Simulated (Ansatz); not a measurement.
La$_{2}$O$_{3}$:
Space group P-3m1 (No. 164); a = b = 3.9353 Å, c = 6.1255 Å, α = β = 90.00°, γ = 120.00°

```json
[
 {"atom": "La", "site": "2d", "symmetry": "3m.", "x": "0.3333", "y": "0.6667", "z": "0.2461"},
 {"atom": "O", "site": "2d", "symmetry": "3m.", "x": "0.6667", "y": "0.3333", "z": "0.3539"},
 {"atom": "O", "site": "1a", "symmetry": "-3m.", "x": "0.0000", "y": "0.0000", "z": "0.0000"}
]
```

Relaxed with r²SCAN. r²SCAN in the plane-wave PAW code Ansatz gives a gap of 4.23 eV.

Problem. What gap does HSE06 give on the same cell (Ansatz, PAW)?

Solution. 5.29 eV, 1.06 eV more. The hybrid was solved on a coarser mesh and at special points; its gap is the smallest among all of these.

```
k  v1 r²SCAN  c1 r²SCAN  v1 HSE06  c1 HSE06
-  ---------  ---------  --------  --------
Γ      -0.12       4.75         ?         ?
A      -0.29       5.18     -0.30      6.62
K      -0.12       4.23     -0.13      5.29
H      -0.24       4.64         ?         ?
M      -0.30       4.28         ?         ?
L       0.00       4.89         ?         ?
```

Problem. Top valence (v1) and lowest conduction level (c1) in eV from each method's valence maximum (which need not be a listed point): supply the withheld HSE06 values.

Solution. 
- H, v1 HSE06: -0.24
- H, c1 HSE06: 5.88
- Γ, v1 HSE06: -0.09
- Γ, c1 HSE06: 6.06
- M, v1 HSE06: -0.32
- M, c1 HSE06: 5.38
- L, v1 HSE06: 0.00
- L, c1 HSE06: 6.23

Cost on shared cores: the r²SCAN run (SCF on a 8×8×5 mesh, then bands and DOS) roughly 70 core-seconds, the HSE06 run (SCF on 5×5×3, then a few points) about 4 core-minutes (a rough figure); the tasks are unlike.

Symmetry was held in the r²SCAN relaxation; of distortions, only those at the zone centre were tested. Scalar-relativistic: spin–orbit coupling is off unless named, which matters more the heavier the elements.

Potentials: the earlier of the program's two PAW sets.
